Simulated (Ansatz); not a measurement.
BeAg:
```cif
data_AgBe
_chemical_formula_sum 'Be1 Ag1'
_space_group_name_H-M_alt 'P 1'
_space_group_IT_number 1
_cell_length_a 2.90959
_cell_length_b 2.90959
_cell_length_c 2.90959
_cell_angle_alpha 90.000
_cell_angle_beta 90.000
_cell_angle_gamma 90.000
loop_
_space_group_symop_operation_xyz
  'x, y, z'
loop_
_atom_site_label
_atom_site_type_symbol
_atom_site_fract_x
_atom_site_fract_y
_atom_site_fract_z
_atom_site_occupancy
Be1 Be 0.00000 0.00000 0.00000 1
Ag1 Ag 0.50000 0.50000 0.50000 1
```

Relaxed with PBEsol.

### Question
Decompose the optical modes at the zone centre into irreducible representations, and say which are infrared and Raman allowed.

### Answer
Point group m-3m: Γ_opt = T1u. Infrared: T1u. Raman: none.

### Question
Assign frequencies (DFPT, plane-wave PAW PBEsol (Ansatz code)).

### Answer
T1u 344 cm⁻¹.

Space group Pm-3m (CsCl type). The start of the workflow was typed in or built on a structure type; neither database checked (COD, Materials Project) lists it. Its standing as an ambient phase is unchecked. The cell was relaxed with PBEsol under the symmetry of its start; its stability against distortions is not shown here. No spin polarisation was allowed. As this level gives no gap, phonon frequencies hold no LO–TO term and depend on the k-mesh and smearing (Fermi–Dirac, 0.1 eV here).

Potentials: the later of the program's two PAW sets.
